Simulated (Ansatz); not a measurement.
AgI (zinc blende, F-43m) at seven volumes, the program Ansatz at the PBE level (PAW), scaled uniformly. One row is withheld.

```tsv
V (Å³/atom)	P (GPa)
33.131	3.15
34.223	1.90
35.315	0.86
36.407	0.00
37.500	?
38.592	-1.30
39.684	-1.78
```

Task: Fit the shown pressures and predict the withheld one.

Result: Third-order Birch–Murnaghan: P = (3/2)B₀(x^(7/2) − x^(5/2))[1 + (3/4)(B′ − 4)(x − 1)] with x = (V₀/V)^(2/3). Least squares on the six rows gives V₀ = 36.408 Å³/atom, B₀ = 26.00 GPa, B′ = 5.31. At V = 37.500, x = 0.9805 and P = -0.71 GPa. The run itself gave -0.71 GPa.

Symmetry was held in the PBE relaxation. The run is not spin-polarised. Scalar-relativistic: spin–orbit coupling is off unless named, which matters more the heavier the elements.

Potentials: the earlier of the program's two PAW sets.
